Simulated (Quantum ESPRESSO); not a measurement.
# W4Se2S6: input and log of a self-consistent run

Simulated, not a measurement. The program is pw.x of Quantum ESPRESSO 7.5 (plane-wave density functional theory). The cell is made up: 12 atoms on a layered 2H lattice, with randomly drawn elements, strain and displacements, not relaxed. PseudoDojo standard norm-conserving files (v0.5 for PBE, v0.4.1 for LDA and PBEsol) set the functional; there is no spin polarisation, spin-orbit coupling or dispersion term, and the masses in the input are unused placeholders.

Input:

```
&control calculation='scf', pseudo_dir='./dojo.nc.sr.pbe.v0_5.standard.upf', outdir='./o', disk_io='low', tprnfor=.true., tstress=.true. /
&system ibrav=0, nat=12, ntyp=3, nbnd=68, ecutwfc=107.82251126, nosym=.true., tot_charge=0,
 occupations='smearing', smearing='fd', degauss=0.0018374661
/
&electrons conv_thr=7.350e-09, electron_maxstep=60, /
ATOMIC_SPECIES
S 1.0 S.upf
Se 1.0 Se.upf
W 1.0 W.upf
CELL_PARAMETERS angstrom
3.2256 0.0 0.0
0.0 5.587 0.0
0.0 0.0 12.8173
ATOMIC_POSITIONS angstrom
W -0.0904 1.9475 3.1795
W 1.716 0.759 9.7315
W 1.7271 4.6263 3.1809
W 0.1059 3.7803 9.6086
Se 0.0166 1.8944 8.0861
S 0.2144 1.9742 11.184
Se 1.5063 0.8625 1.5839
S 1.6047 0.8497 4.8978
S 1.5596 4.6101 7.8293
S 1.6647 4.5962 11.255
S 0.0421 3.7313 1.6666
S -0.011 3.717 4.7844
K_POINTS automatic
9 6 4 1 1 1
```

The log is shortened where brackets say so; the opening notice, blank lines, dates and the lines on written files are dropped, and the path of the files is cut. It prints rydbergs, bohrs and kilobars, and counts compression as positive stress.

```
     Program PWSCF v.7.5
     Parallel version (MPI & OpenMP), running on       4 processor cores
     Number of MPI processes:                 4
     Threads/MPI process:                     1
     [start-up lines left out]
     bravais-lattice index     =            0
     lattice parameter (alat)  =       6.0955  a.u.
     unit-cell volume          =    1558.7711 (a.u.)^3
     number of atoms/cell      =           12
     number of atomic types    =            3
     number of electrons       =       124.00
     number of Kohn-Sham states=           68
     kinetic-energy cutoff     =     107.8225  Ry
     charge density cutoff     =     431.2900  Ry
     scf convergence threshold =      7.3E-09
     mixing beta               =       0.7000
     number of iterations used =            8  plain     mixing
     Exchange-correlation= PBE
                           (   1   4   3   4   0   0   0)
     [axes and pseudopotential details left out]
   Cartesian axes
     site n.     atom                  positions (alat units)
         1        W      tau(   1) = (  -0.0280258   0.6037636   0.9857081  )
         2        W      tau(   2) = (   0.5319940   0.2353051   3.0169581  )
         3        W      tau(   3) = (   0.5354353   1.4342448   0.9861421  )
         4        W      tau(   4) = (   0.0328311   1.1719680   2.9788566  )
         5        Se     tau(   5) = (   0.0051463   0.5873016   2.5068514  )
         6        S      tau(   6) = (   0.0664683   0.6120412   3.4672619  )
         7        Se     tau(   7) = (   0.4669829   0.2673921   0.4910404  )
         8        S      tau(   8) = (   0.4974888   0.2634239   1.5184152  )
         9        S      tau(   9) = (   0.4835069   1.4292225   2.4272383  )
        10        S      tau(  10) = (   0.5160900   1.4249132   3.4892733  )
        11        S      tau(  11) = (   0.0130518   1.1567770   0.5166791  )
        12        S      tau(  12) = (  -0.0034102   1.1523438   1.4832589  )
     number of k points=   108  Fermi-Dirac smearing, width (Ry)=  0.0018
     Number of k-points >= 100: set verbosity='high' to print them.
     Dense  grid:   235809 G-vectors     FFT dimensions: (  45,  72, 162)
     Estimated max dynamical RAM per process >       1.23 GB
     Estimated total dynamical RAM >       4.76 GB
     Initial potential from superposition of free atoms
     starting charge     123.9976, renormalised to     124.0000
     Starting wfcs are   82 randomized atomic wfcs
     total cpu time spent up to now is       39.6 secs
     per-process dynamical memory:  1114.8 Mb
     Self-consistent Calculation
     iteration #  1     ecut=   107.82 Ry     beta= 0.70
     Davidson diagonalization with overlap
     ethr =  1.00E-02,  avg # of iterations =  2.0
     Threshold (ethr) on eigenvalues was too large:
     Diagonalizing with lowered threshold
     Davidson diagonalization with overlap
     ethr =  2.25E-04,  avg # of iterations =  4.0
     total cpu time spent up to now is      263.7 secs
     total energy              =   -1224.24270835 Ry
     estimated scf accuracy    <       0.34696777 Ry
     iteration #  2     ecut=   107.82 Ry     beta= 0.70
     Davidson diagonalization with overlap
     ethr =  2.80E-04,  avg # of iterations =  3.2
     total cpu time spent up to now is      403.1 secs
     total energy              =   -1224.28335226 Ry
     estimated scf accuracy    <       0.19417115 Ry
     iteration #  3     ecut=   107.82 Ry     beta= 0.70
     Davidson diagonalization with overlap
     ethr =  1.57E-04,  avg # of iterations =  4.9
     total cpu time spent up to now is      509.6 secs
     total energy              =   -1224.30436635 Ry
     estimated scf accuracy    <       0.24395168 Ry
     iteration #  4     ecut=   107.82 Ry     beta= 0.70
     Davidson diagonalization with overlap
     ethr =  1.57E-04,  avg # of iterations =  2.3
     total cpu time spent up to now is      599.5 secs
     total energy              =   -1224.33304479 Ry
     estimated scf accuracy    <       0.05168563 Ry
     iteration #  5     ecut=   107.82 Ry     beta= 0.70
     Davidson diagonalization with overlap
     ethr =  4.17E-05,  avg # of iterations =  3.7
     total cpu time spent up to now is      688.1 secs
     total energy              =   -1224.34293325 Ry
     estimated scf accuracy    <       0.01844224 Ry
     [iterations 6 to 12 left out]
     iteration # 13     ecut=   107.82 Ry     beta= 0.70
     Davidson diagonalization with overlap
     ethr =  1.27E-09,  avg # of iterations =  6.4
     total cpu time spent up to now is     1401.3 secs
     total energy              =   -1224.34605625 Ry
     estimated scf accuracy    <       0.00000074 Ry
     iteration # 14     ecut=   107.82 Ry     beta= 0.70
     Davidson diagonalization with overlap
     ethr =  5.94E-10,  avg # of iterations =  2.0
     total cpu time spent up to now is     1462.8 secs
     total energy              =   -1224.34605626 Ry
     estimated scf accuracy    <       0.00000020 Ry
     iteration # 15     ecut=   107.82 Ry     beta= 0.70
     Davidson diagonalization with overlap
     ethr =  1.57E-10,  avg # of iterations =  4.6
     total cpu time spent up to now is     1537.9 secs
     total energy              =   -1224.34605629 Ry
     estimated scf accuracy    <       0.00000008 Ry
     iteration # 16     ecut=   107.82 Ry     beta= 0.70
     Davidson diagonalization with overlap
     ethr =  6.60E-11,  avg # of iterations =  3.3
     total cpu time spent up to now is     1610.3 secs
     total energy              =   -1224.34605630 Ry
     estimated scf accuracy    <          8.4E-09 Ry
     iteration # 17     ecut=   107.82 Ry     beta= 0.70
     Davidson diagonalization with overlap
     ethr =  6.76E-12,  avg # of iterations =  5.6
     total cpu time spent up to now is     1695.1 secs
     End of self-consistent calculation
     [lines on levels left out]
!    total energy              =   -1224.34605629 Ry
     estimated scf accuracy    <          6.3E-09 Ry
     smearing contrib. (-TS)   =      -0.00000000 Ry
     internal energy E=F+TS    =   -1224.34605629 Ry
     The total energy is F=E-TS. E is the sum of the following terms:
     one-electron contribution =    -658.98246702 Ry
     hartree contribution      =     372.44348542 Ry
     xc contribution           =    -267.20931209 Ry
     ewald contribution        =    -670.59776260 Ry
     convergence has been achieved in  17 iterations
     Forces acting on atoms (cartesian axes, Ry/au):
     atom    1 type  3   force =     0.03564898   -0.08426035    0.10565751
     atom    2 type  3   force =    -0.00588603    0.09041664   -0.05698724
     atom    3 type  3   force =    -0.09850786   -0.00415847    0.10017859
     atom    4 type  3   force =    -0.04689322    0.02860889    0.00025108
     atom    5 type  2   force =     0.02425524   -0.06123079   -0.04550758
     atom    6 type  1   force =    -0.03267053   -0.05517278    0.00677894
     atom    7 type  2   force =     0.01443622    0.04867077   -0.06066883
     atom    8 type  1   force =    -0.00938393    0.03433146   -0.08927308
     atom    9 type  1   force =     0.03845356    0.01461402    0.09918507
     atom   10 type  1   force =     0.02173585   -0.01744435   -0.00294149
     atom   11 type  1   force =     0.02051196    0.00129586   -0.04553292
     atom   12 type  1   force =     0.03829976    0.00432910   -0.01114007
     Total force =     0.310237     Total SCF correction =     0.000329
     Computing stress (Cartesian axis) and pressure
          total   stress  (Ry/bohr**3)                   (kbar)     P=        3.53
  -0.00007708  -0.00003108  -0.00015342          -11.34       -4.57      -22.57
  -0.00003108   0.00015564  -0.00006353           -4.57       22.89       -9.35
  -0.00015342  -0.00006353  -0.00000661          -22.57       -9.35       -0.97
     init_run     :     28.61s CPU     29.80s WALL (       1 calls)
     electrons    :   1627.98s CPU   1655.59s WALL (       1 calls)
     forces       :     13.65s CPU     13.73s WALL (       1 calls)
     stress       :     46.64s CPU     47.92s WALL (       1 calls)
     [timing details left out]
     PWSCF        :  28m46.95s CPU  29m17.49s WALL
     JOB DONE.
```

In other units: free energy -16658.077 eV for the cell, pressure 0.35 GPa, largest force component 2.717 eV/Å. This run is the check on a run of the same cell at a cutoff of 1170 eV and k mesh 7 x 4 x 2: rerunning at a cutoff of 1467 eV and k mesh 9 x 6 x 4 moved values by no more than 0.002 eV in energy, 0.03 GPa in stress and 0.026 eV/Å in force.